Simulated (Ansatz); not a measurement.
Space group P-3m1 (No. 164). a = 4.701 Å, b = 4.701 Å, c = 7.735 Å, α = 90.00°, β = 90.00°, γ = 120.00°
```csv
atom,site,symmetry,x,y,z
Sr,1a,-3m.,0.0000,0.0000,0.0000
Cd,2d,3m.,0.3333,0.6667,0.6318
Sb,2d,3m.,0.3333,0.6667,0.2494
```

Equation of state of this SrCd2Sb2 structure (not necessarily the ground state), with shape and atoms relaxed at each volume where symmetry leaves them free. Theory: DFT PBEsol, scalar-relativistic, plane waves, PAW in Ansatz.

Plane waves to 420 eV, a k mesh through Γ of 12×12×6 on the computed 5-atom cell and Gaussian smearing (0.10 eV); no spin polarisation.

| V (Å³/atom) | E − E(largest V) (meV/atom) | P (GPa) | gap on mesh (eV) |
| --- | --- | --- | --- |
| 27.829 | 3.00 | 3.01 | 0.12 |
| 28.717 | -9.00 | 1.38 | 0.06 |
| 29.606 | -12.68 | 0.00 | 0.00 |
| 30.494 | -9.31 | -1.17 | 0.00 |
| 31.382 | 0.00 | -2.16 | 0.00 |

**Question.** Fit a third-order Birch–Murnaghan equation to E(V).

**Answer.** V0 = 29.60 Å³/atom, B0 = 42 GPa, B0' = 4.6.

Spin-orbit coupling is left out, which matters for the bands of heavy elements.